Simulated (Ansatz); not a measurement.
RuW in space group Cmcm (No. 63; W on 4c, Ru on 4c), DFT-PBEsol in the program Ansatz with PAW potentials, all energies at zero smearing, with the estimated change up to a 700 eV cutoff added, with one set of potentials and settings (totals compare only within such a set). Cell of 4 atoms (2 W, 2 Ru): -32147.517 eV.

```csv
element,reference phase,E (eV/atom)
W,"Im-3m, 1 atoms in the cell",-10257.5790
Ru,"P6_3/mmc, 2 atoms in the cell",-5816.5470
```

Formation energy per atom, worked out: (-32147.517 − 2×(-10257.5790) − 2×(-5816.5470))/4 = 0.184 eV/atom (18 kJ per mol of atoms), at 0 K, without zero-point energy or fitted corrections.

The start of the workflow was typed in or built on a structure type; neither database checked (COD, Materials Project) lists it. Its standing as an ambient phase is unchecked. The PBEsol relaxation kept the symmetry of its start; whether a distortion lowers the energy is not shown. The run is not spin-polarised. Its formation energy is positive at this level, so the cell may be metastable or incomplete. The references are the lowest solids computed at this level, not always the standard phases. Spin–orbit coupling is left out wherever it is not named.

Potentials: the earlier of the program's two PAW sets. The files were generated under PBE; for other functionals the program regenerates the frozen cores, and for LDA and PBEsol the local potential too.
